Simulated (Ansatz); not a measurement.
Relaxed-ion elastic tensor of Nb$_{3}$Cl$_{8}$ in space group P-3m1 (No. 164; Pearson symbol hP22) in GPa (Voigt order), plane-wave PAW LDA (Ansatz code); density 4.13 g/cm³, 20.57 Å³ per atom.

```
 116  33.8  11.5   1.5   0.0   0.0
33.8   116  11.5  -1.5   0.0   0.0
11.5  11.5  33.7   0.0   0.0   0.0
 1.5  -1.5   0.0   8.0   0.0   0.0
 0.0   0.0   0.0   0.0   8.0   1.5
 0.0   0.0   0.0   0.0   1.5  41.0
```

Question: Is the crystal mechanically stable?

Answer: Yes: the smallest eigenvalue of C is 7.9 GPa.

Question: Work out the Voigt, Reuss and Hill averages.

Answer: K_V = 42.1, K_R = 27.9, K_H = 35.0; G_V = 25.3, G_R = 14.1, G_H = 19.7 GPa.

Question: Give Young's modulus, Poisson's ratio, Pugh's ratio and the universal anisotropy index.

Answer: E = 9KG/(3K + G) = 49.8 GPa; ν = 0.26; K/G = 1.78 (near the Pugh limit of 1.75, no verdict); A_U = 5G_V/G_R + K_V/K_R − 6 = 4.47.

Question: Estimate the sound speeds and the Debye temperature.

Answer: v_l = √((K + 4G/3)/ρ) = 3850 m/s, v_t = √(G/ρ) = 2190 m/s, mean 2430 m/s; Θ = (h/k)(3n/4πV)^(1/3) v_m = 264 K.

Question: Solve the Christoffel equation for the three sound speeds along x, y, z.

Answer: Eigenvalues of C_ijkl n_j n_l equal ρv². In km/s, slowest first: x 1.38, 3.15, 5.30; y 1.39, 3.15, 5.30; z 1.39, 1.39, 2.86.

Question: How much does each axis shrink under pressure?

Answer: Linear compressibilities β_i = Σ_j S_ij (j = 1 to 3): x 4.6, y 4.6, z 27 per TPa.

The workflow started from a Materials Project entry (that database holds measured and hypothetical structures alike); the Crystallography Open Database copy checked does not list it. Its standing as an ambient phase is unchecked. Symmetry was held in the LDA relaxation; its stability against distortions is not shown here. No spin polarisation was allowed. A crystal of weakly bound layers computed without a dispersion correction: the cell and the soft elastic constants depend strongly on that. As this level gives no gap, shear constants depend on the k-mesh and smearing (Fermi–Dirac, 0.1 eV here).

Potentials: the earlier of the program's two PAW sets. The files were generated under PBE; for other functionals the program regenerates the frozen cores, and for LDA and PBEsol the local potential too.
